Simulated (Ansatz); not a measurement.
An Ansatz (a first-principles code) run. Input:

Ansatz 0.2 input:
```yaml
crystal:
  lattice:
    - [0.0, 2.5176247342, 2.5176247342]
    - [2.5176247342, 0.0, 2.5176247342]
    - [2.5176247342, 2.5176247342, 0.0]
  atoms:
    - { symbol: Co, position: [0.0, 0.0, 0.0], spin: 1.92 }
    - { symbol: Co, position: [0.25, 0.25, 0.25], spin: 1.92 }
kpoints:
  mp_grid: { grid: [14, 14, 14] }
hamiltonian:
  xc: r2scan
  pseudopotentials: { kind: paw }
magnetization: { spin_polarized: true }
scf:
  occupations: { method: gaussian, width: 0.1 }
checkpoint: { read: metal.run }
output: { bader: true, populations: true }
```

Output (shortened):

```
Pseudopotential: Co, paw, valence charge 17
Functional definition: r2SCAN
Crystal: 2 atoms, lattice volume = 31.916 Å³
Basis set: ecut = 500 eV, 869 PW (Γ), exchange–correlation on 108×108×108 points (64 copies of the dense FFT grid, shifted against one another)
Bands: 27, of which v1, the nominal top of the filled ones, is band 17 counted from 1 (16 counted from 0)
Symmetry: 48 space group operations
Space group: Fd-3m (ITA 227), of the structure as read, at distance tolerance 3.2e-5 Å
k-points: 104 of 2744
Stability of the state it starts from, as read at its close in the collinear treatment (another_mixer)
Starting moments: Σ|m| = 3.84 μB on 2 of 2 sites; this step starts from the density that it was given
iter 1 solved again at ethr=3.81e-8 eV; its pass at ethr=3.10e-3 eV (dr2=1.29e-5 eV) is discarded
SCF iter   1: F=—  HF=-10260.366484 eV  |F-HF|=—  |Δ(HF+E_count)|=         —  Δρ=3.02e-7 (↑3.02e-7 ↓1.73e-7)  dr2=1.85e-11  dr2_τ=3.57e-12  dr2_m=7.04e-12  M=3.685 μB ∫|m|=4.142 μB  β_m=1.20  ethr=3.81e-8  ⟨swp⟩=3.5  Hψ=40297  notcnv=0
preconditioner: auto → Kerker (q_TF=auto, 2.757 Å⁻¹)
spin=Collinear: Kerker preconditioning applied to the charge; magnetization (m = ρ↑ − ρ↓) channel mixes plain (no charge-response kernel on spin).
SCF iter   2: F=-10260.366484 eV  HF=-10260.366484 eV  |F-HF|=1.82e-12  |Δ(HF+E_count)|=   1.40e-8  Δρ=2.66e-7 (↑1.03e-7 ↓2.66e-7)  dr2=1.58e-11  dr2_τ=1.87e-12  dr2_m=6.17e-12  M=3.685 μB ∫|m|=4.142 μB  ethr=1.00e-12  ⟨swp⟩=6.8  Hψ=24983  notcnv=0
SCF 1 converged in 2 iterations: F = -10260.366484 eV  dr2 = 1.58e-11
Stability not checked (another_mixer)
SCF converged after 2 iterations
Magnetization: 3.6849 μB (18.8425 up, 15.1575 down)
Absolute magnetization: 4.1467 μB (∫|ρ↑−ρ↓|, with the PAW one-centre terms)
Spin contamination: 0.1380 ħ² per cell (⟨S²⟩ above its minimum at these occupations)
Per-site moments (μB) at R_I (Å): [(1.9210280115395746, 0.8993848780179636), (1.9210280115395744, 0.8993848780179636)]
Free energy (F): -10260.366484 eV
Harris-Foulkes:  -10260.366484 eV  (|F-HF|=1.82e-12)
Internal energy: -10260.358322 eV  (E = F + TS)
E sigma→0 (E₀):  -10260.362403 eV
Entropy (-TS):   -0.008162 eV (-4.081 meV/atom)
Fermi energy:    11.374080 eV
--- Per-component energies (eV) ---
  E_band       = -781.573433
  E_kinetic    = 909.827150
  E_local      = -7385.465705  (includes V_loc(G=0)·N_el)
  E_nonlocal   = 921.198467
  E_hartree    = 3114.850863
  E_xc         = -311.862173
  E_vxc        = -455.207260  (∫ρ·V_xc dr)
  E_paw        = -3056.273644  (= ΣΔE_a)
  E_vpaw       = -1031.097989  (= ΣTr[D̂ρ^β])
  E_aug_tail   = 0.000069  (compensation charges beyond the density's cutoff)
  E_vtau       = 29.469661  (kinetic-family band-sum trace: ∫τ·v_τ [+ j·A + Jᵃ·Aᵃ] dr)
  E_ewald      = -4452.042936
  E_core_change = -0.590412  (= ΣΔE_core)
  E_smearing   = -0.008162  (= −TS)
  E_closure    = 0.000000  (closes the sum)
  Σ components = -10260.366484   (vs F -10260.366484, Δ=0.00e0)
  [band-id]    e_kinetic+e_local+e_nonlocal+2·e_hartree+e_vxc+e_vpaw+e_augmentation_tail+e_vtau = -781.573881   (vs E_band -781.573433, Δ=-4.48e-4)
--- Band table (eV; the first three rows and the last of 208) ---
  k-point 0 ↑: bands = ["-88.9000", "-88.7231", "-50.8043", "-50.8043", "-50.8043", "-50.4877", "-50.4877", "-50.4877", "4.3482", "7.0952", "7.0952", "7.3966", "7.3966", "7.3966", "9.0382", "9.0382", "9.0382", "9.8906", "9.8906", "23.8894", "23.8894", …
  k-point 1 ↑: bands = ["-88.8983", "-88.7247", "-50.8060", "-50.8060", "-50.8037", "-50.4885", "-50.4859", "-50.4859", "4.4467", "7.0668", "7.0668", "7.4013", "7.4454", "7.4454", "9.0085", "9.0256", "9.0256", "9.8984", "9.8984", "21.9367", "23.1484", …
  k-point 2 ↑: bands = ["-88.8935", "-88.7295", "-50.8108", "-50.8108", "-50.8021", "-50.4910", "-50.4812", "-50.4812", "4.7367", "7.0243", "7.0243", "7.4185", "7.5393", "7.5393", "8.9260", "9.0000", "9.0000", "9.9169", "9.9169", "19.7295", "22.3756", …
  k-point 103 ↓: bands = ["-85.7370", "-85.7370", "-47.8761", "-47.8761", "-47.6165", "-47.6165", "-47.3534", "-47.3534", "8.6933", "8.6933", "9.3808", "9.3808", "10.1819", "10.1819", "10.9627", "10.9627", "13.0778", "13.0778", "14.1827", "14.1827", …
--- Löwdin populations: 2 sites ---
  site symbol       q [e]    m [muB]
     0     Co     16.8002     1.9179
     1     Co     16.8002     1.9179
  spilling = 0.011753 (of n_electrons = 34.000000)
--- Bader charges: 2 sites ---
  site symbol  charge [e]  shift [e]    m [muB]
     0     Co      0.0000     0.0000     1.8425
     1     Co      0.0000     0.0000     1.8425
  shift: an alarm, by how much a part of what the PAW files miss would move the charge. Where it is large, compare
  with a run on PAW files of another source; a small one proves nothing
  estimated error of the sums over rays = 9.3e-5 e
```

Cost: very roughly 40 core-seconds on shared cores.

The start of the workflow was typed in or built on a structure type; the Crystallography Open Database copy checked does not list it. It is not the phase usual at ambient conditions (space group No. 194). Symmetry was held in the r²SCAN relaxation; whether a distortion lowers the energy is not shown. The final state is ferromagnetic, chosen from 4 collinear starts compared on coarse meshes (ties went to the first, and starts can fall back to one state), not a proven ground state. Other orbital occupations within this spin state were not tried. For itinerant 3d metals, meta-GGAs of the SCAN family and hybrids are commonly reported to give too large moments.

Potentials: the later of the program's two PAW sets.

Ansatz is a plane-wave DFT program.
